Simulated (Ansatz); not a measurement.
Consider the following.

ScAl3:
```
CELL_PARAMETERS angstrom
      4.08581     0.00000     0.00000
      0.00000     4.08581     0.00000
      0.00000     0.00000     4.08581
ATOMIC_POSITIONS crystal
  Sc 0.00000 0.00000 0.00000
  Al 0.50000 0.00000 0.50000
  Al 0.00000 0.50000 0.50000
  Al 0.50000 0.50000 0.00000
```

This is the r²SCAN-relaxed structure.

All from the program Ansatz at the r²SCAN level (PAW), unless another level is named. Predict the Hill bulk and shear moduli.

94.1 and 80.0 GPa.

Give the highest zone-centre frequency.

345 cm⁻¹.

Predict the elastic constants (relaxed ions, GPa).

C11 = 198, C12 = 42.3, C44 = 81.6.

Space group Pm-3m (Cu3Au type). The cell was relaxed with r²SCAN under the symmetry of its start. No spin polarisation was allowed. As this level gives no gap, shear constants depend on the k-mesh and smearing (Fermi–Dirac, 0.1 eV here). As this level gives no gap, phonon frequencies hold no LO–TO term and depend on the k-mesh and smearing (Fermi–Dirac, 0.1 eV here).

Potentials: the earlier of the program's two PAW sets. The files were generated under PBE; for other functionals the program regenerates the frozen cores, and for LDA and PBEsol the local potential too.
